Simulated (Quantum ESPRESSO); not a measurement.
Ga2AlInP4, convergence and cost over cutoff and k mesh

A calculation, not a measurement. The program is pw.x of Quantum ESPRESSO 7.5 (plane-wave density functional theory). The cell is made up: 8 atoms on a zincblende/diamond lattice, with randomly drawn elements, strain and displacements, not relaxed. PseudoDojo standard norm-conserving files (v0.5 for PBE, v0.4.1 for LDA and PBEsol) set the functional; there is no spin polarisation, spin-orbit coupling or dispersion term, and the masses in the input are unused placeholders.

Input of the run in row 2:

```
&control calculation='scf', pseudo_dir='./dojo.nc.sr.pbe.v0_5.standard.upf', outdir='./o', disk_io='medium', tprnfor=.true., tstress=.true. /
&system ibrav=0, nat=8, ntyp=4, nbnd=37, ecutwfc=79.96652505, nosym=.true., tot_charge=0,
 occupations='smearing', smearing='fd', degauss=0.0018374661
/
&electrons conv_thr=7.350e-09, electron_maxstep=60, /
ATOMIC_SPECIES
Al 1.0 Al.upf
Ga 1.0 Ga.upf
In 1.0 In.upf
P 1.0 P.upf
CELL_PARAMETERS angstrom
5.6412 0.0 0.0
0.0 5.6412 0.0
0.0 0.0 5.6412
ATOMIC_POSITIONS angstrom
Ga -0.0246 0.0409 0.0079
Al -0.0669 2.9077 2.8317
Ga 2.8779 -0.053 2.8199
In 2.7954 2.8465 0.0581
P 1.476 1.3807 1.3945
P 1.4021 4.2037 4.1918
P 4.2381 1.3824 4.2793
P 4.1557 4.1982 1.3147
K_POINTS automatic
4 4 4 1 1 1
```

The same cell was run at these settings. Meshes are shifted by half a step, and differences are from the last row, which is itself not exact.

| cutoff (eV) | k mesh | k points solved | threshold (eV) | free energy less the last row's (eV) | pressure (GPa) | largest stress difference (GPa) | largest force difference (eV/Å) | iterations | wall time (s) | k-point pools | processor |
| --- | --- | --- | --- | --- | --- | --- | --- | --- | --- | --- | --- |
| 762 | 2 x 2 x 2 | 4 | 1e-04 | 3.766 | -25.48 | 26.32 | 0.030 | 7 | 38 | 1 | AMD EPYC, Zen 5 class |
| 1088 | 4 x 4 x 4 | 32 | 1e-07 | 0.008 | 0.82 | 0.01 | 0.001 | 10 | 414 | 1 | AMD EPYC, Zen 5 class |
| 1377 | 6 x 6 x 6 | 108 | 1e-07 | 0.000 | 0.84 | 0.00 | 0.000 | 10 | 1750 | 1 | AMD EPYC, Zen 5 class |

Each pool is one process. Wall times include start-up and a band step at six k points, which weighs most on the coarsest meshes. The runs were on shared virtual cores whose load varied, so times are rough.